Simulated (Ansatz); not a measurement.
**Zone-centre phonons of Pt at 5 GPa: input and output**

These are results of Ansatz 0.2.0, DFT LDA, scalar-relativistic, plane waves, PAW, not measurements.

Launched with:
```bash
ansatz run input.yaml --threads 1 --pin off --max-ram 3072MiB --backend cpu --events-out ev --progress --plain --runs-dir out
```

Input (bare energies are in eV):
```yaml
crystal:
  lattice:
    - [2.7076865919, 0.0, 0.0]
    - [-1.353843296, 2.3449253741, 0.0]
    - [0.0, 0.0, 4.6137825076]
  atoms:
    - { symbol: Pt, position: [0.6666666667, 0.3333333333, 0.75] }
    - { symbol: Pt, position: [0.3333333333, 0.6666666667, 0.25] }
basis:
  ecutwfc: 420
kpoints:
  mp_grid: { grid: [18, 18, 10] }
hamiltonian:
  xc: lda
scf:
  occupations: { method: fermi_dirac, width: 0.15 }
output:
  eigenvalues: true
phonons:
  method: dfpt
  eigenvectors: true
```

Results section of the output:
```
--- Phonons (Γ-DFPT): 2 representative perturbations + reference, on 546 of 3240 k-points (Σ response iterations 6) ---
  k mesh reduced under 4 symmetry operations, with k and −k counted as one. Each operation leaves every solved displacement unchanged or reverses it
  ASR residual: 3.443e-4 → 0.000e0 eV/Å²; symmetrization residual: 7.850e-10 eV/Å²
  ASR residual per site (eV/Å²): 3.44e-4 3.44e-4
  Γ frequencies (cm⁻¹): 0.00 0.00 0.00 40.22 40.22 194.26
  non-analytic LO–TO correction: not included (Born effective charges unavailable; polar crystals: no LO–TO splitting at Γ)
```

It took 92 s on 1 thread of AMD EPYC 7R43 64-Core Processor (Zen 3), with other jobs on the host, peak memory 1.2 GiB.

In a metal, frequencies and elastic constants depend on the k mesh and the smearing, soft modes and shear constants most. Spin–orbit coupling is left out, which can shift energies with elements as heavy as these. Other phases may be more stable at this pressure.

This form isn't the element's structure at ambient conditions.